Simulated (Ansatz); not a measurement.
Relaxed-ion elastic tensor of SiB (wurtzite, space group No. 186) in GPa (Voigt order), LDA (plane waves, PAW; program Ansatz); density 2.63 g/cm³, 12.27 Å³ per atom.

```json
[
 {"": "1", "1": "104", "2": "160", "3": "101", "4": "0.0", "5": "0.0", "6": "0.0"},
 {"": "2", "1": "160", "2": "104", "3": "101", "4": "0.0", "5": "0.0", "6": "0.0"},
 {"": "3", "1": "101", "2": "101", "3": "368", "4": "0.0", "5": "0.0", "6": "0.0"},
 {"": "4", "1": "0.0", "2": "0.0", "3": "0.0", "4": "86.9", "5": "0.0", "6": "0.0"},
 {"": "5", "1": "0.0", "2": "0.0", "3": "0.0", "4": "0.0", "5": "86.9", "6": "0.0"},
 {"": "6", "1": "0.0", "2": "0.0", "3": "0.0", "4": "0.0", "5": "0.0", "6": "-28.2"}
]
```

Task: Is the crystal mechanically stable?

Result: No: the smallest eigenvalue of C is -56.5 GPa.

Space group P6_3mc (wurtzite). The workflow started from a Materials Project entry (that database holds measured and hypothetical structures alike); the Crystallography Open Database copy checked does not list it. Whether it is the stable phase at ambient conditions was not checked. Symmetry was held in the LDA relaxation. At this level the phase is mechanically unstable. Its formation energy is positive at this level, so the cell may be metastable or incomplete. As this level gives no gap, shear constants depend on the k-mesh and smearing (Fermi–Dirac, 0.1 eV here). On the denser mesh and wider smearing of the elastic run this cell carries a stress of 0.5 GPa.

Potentials: the later of the program's two PAW sets.
